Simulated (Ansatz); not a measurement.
Consider the following.

SiO₂:
```yaml
crystal:
  lattice:
    - [5.01227, 0.00000, 0.00000]
    - [-2.50614, 4.34075, 0.00000]
    - [0.00000, 0.00000, 8.53966]
  atoms:
    - { symbol: Si, position: [0.66667, 0.33333, 0.93704] }
    - { symbol: Si, position: [0.33333, 0.66667, 0.43704] }
    - { symbol: Si, position: [0.66667, 0.33333, 0.56296] }
    - { symbol: Si, position: [0.33333, 0.66667, 0.06296] }
    - { symbol: O, position: [0.00000, 0.41150, 0.00000] }
    - { symbol: O, position: [0.58850, 0.00000, 0.50000] }
    - { symbol: O, position: [0.58850, 0.58850, 0.00000] }
    - { symbol: O, position: [0.00000, 0.58850, 0.50000] }
    - { symbol: O, position: [0.41150, 0.00000, 0.00000] }
    - { symbol: O, position: [0.41150, 0.41150, 0.50000] }
    - { symbol: O, position: [0.66667, 0.33333, 0.75000] }
    - { symbol: O, position: [0.33333, 0.66667, 0.25000] }
```

This is the LDA-relaxed structure.

Q: All from the program Ansatz at the LDA level (PAW), unless another level is named. Predict the formation energy from the elements (no fitted shifts).

A: -2.91 eV/atom.

Q: And the band gap?

A: 5.41 eV (indirect).

Q: Next, the electron effective mass?

A: 0.57 mₑ (isotropic).

Q: What about the conduction-band minimum?

A: at Γ.

Q: What about the valence-band maximum?

A: on the Γ–A line, 38 % of the way from Γ.

Space group P6_322. The first step of the workflow began from a Materials Project structure, measured or hypothetical; the Crystallography Open Database copy checked does not list it. It is not the phase usual at ambient conditions (space group No. 92, 152, 154). The cell was relaxed with LDA under the symmetry of its start. At this level the phase is dynamically unstable (imaginary phonons). The references are the lowest solids computed at this level, not always the standard phases (solids in place of the gases).

Potentials: the later of the program's two PAW sets.
